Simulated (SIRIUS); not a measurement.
Set-up for a self-consistent single point of Ge3PbSe4 (Pm, 8 atoms in the cell; from Materials Project mp-1224389, changed as shown).

```xyz
8
Lattice="4.5955 0.0000 0.0000 0.0000 3.9163 0.0000 -0.0095 0.0000 11.4821" Properties=species:S:1:pos:R:3 pbc="T T T"
Ge     0.5744     0.0000    10.0377
Ge     2.8713     1.9582     7.2464
Ge     4.0346     1.9582     1.4353
Pb     1.8727     0.0000     4.4493
Se     2.3392     0.0000     1.5822
Se     4.5411     0.0000     7.4886
Se     2.2580     1.9582     9.7208
Se     4.4484     1.9582     3.9671
```

Computed with LDA (PW92), GBRV LDA ultrasoft pseudopotentials (plane waves; SIRIUS 7.12.0).

SIRIUS settings:

parameters.ngridk: 3 3 1
parameters.xc_functionals: [XC_LDA_X, XC_LDA_C_PW]
parameters.gk_cutoff: 6.325 1/bohr
parameters.pw_cutoff: 14.143 1/bohr
parameters.smearing: fermi_dirac
parameters.smearing_width: 0.000734986 Ha
potentials: GBRV LDA ultrasoft pseudopotentials
parameters.electronic_structure_method: pseudopotential
parameters.num_bands: 48
parameters.num_mag_dims: 0
parameters.num_dft_iter: 100
parameters.energy_tol: 1e-07 Ha
parameters.density_tol: 1e-06
mixer.type: broyden2
mixer.beta: 0.7
mixer.use_hartree: true

Results:

| Property | Value |
|---|---|
| Number of valence electrons | 80 |
| Number of bands | 48 |
| Number of k-points after the program's reduction | 4 |
| Number of plane waves (most at a k-point) | 5967 |
| Number of SCF iterations | 26 |
| FFT grid | 45 × 36 × 100 |
| Free energy E − TS | -13282.3986 eV |
| Pressure | -2.76 GPa |
| Largest force (vector length) | 0.416 eV/Å |

Forces (eV/Å):
| atom | Fx | Fy | Fz |
|---|---|---|---|
| Ge1 | 0.246 | 0.000 | -0.283 |
| Ge2 | 0.248 | 0.000 | 0.335 |
| Ge3 | -0.170 | 0.000 | 0.333 |
| Pb4 | -0.063 | 0.000 | -0.246 |
| Se5 | 0.284 | 0.000 | -0.216 |
| Se6 | -0.290 | 0.000 | 0.069 |
| Se7 | -0.258 | 0.000 | -0.044 |
| Se8 | 0.004 | 0.000 | 0.051 |

Stress (GPa, positive for compression):
```
-4.42   0.00  -0.01
 0.00  -1.25   0.00
-0.01   0.00  -2.63
```

For comparison: a first run was changed to give this one (lattice vector b scaled by 0.98), and from it to this one the free energy falls by 7.1 meV/atom, the pressure goes from -3.76 to -2.76 GPa and the largest force goes from 0.513 to 0.416 eV/Å.

Spin-orbit coupling is left out, which matters for bands and gaps with elements this heavy. The structure comes from a collection of computed structures, made at another level of theory; the collection holds predicted forms beside known ones.

Cost on one core: around 90 core-seconds (rough).
